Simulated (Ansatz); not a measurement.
NiAgO$_{2}$ in space group P6_3/mmc (No. 194; Ni on 2a, Ag on 2d, O on 4f), PBE in the plane-wave PAW code Ansatz, all energies at zero smearing, with the estimated change up to a 700 eV cutoff added, with one set of potentials and settings (totals compare only within such a set). Cell of 24 atoms (6 Ni, 6 Ag, 12 O): -87375.188 eV.

```
element                             reference phase  E (eV/atom)
-------  ------------------------------------------  -----------
Ni       Fm-3m, 1 atoms in the cell, spin-polarised   -5839.7239
Ag                        R-3m, 3 atoms in the cell   -7590.5531
O         C2/m, 4 atoms in the cell, spin-polarised    -565.0000
```

Formation energy per atom, worked out: (-87375.188 − 6×(-5839.7239) − 6×(-7590.5531) − 12×(-565.0000))/24 = -0.564 eV/atom (-54 kJ per mol of atoms), at 0 K, without zero-point energy or fitted corrections.

The start of the workflow was typed in or built on a structure type; the Crystallography Open Database copy checked does not list it. COD files the formula under space group No. 166. Its standing as an ambient phase is unchecked. Symmetry was held in the PBE relaxation; its stability against distortions is not shown here. The final state is ferromagnetic, the only order run, not a proven ground state. The program gave a warning on the electronic state, which may not be the lowest. No Hubbard U is applied. The references are the lowest solids computed at this level, not always the standard phases (solids in place of the gases).

Potentials: the later of the program's two PAW sets.
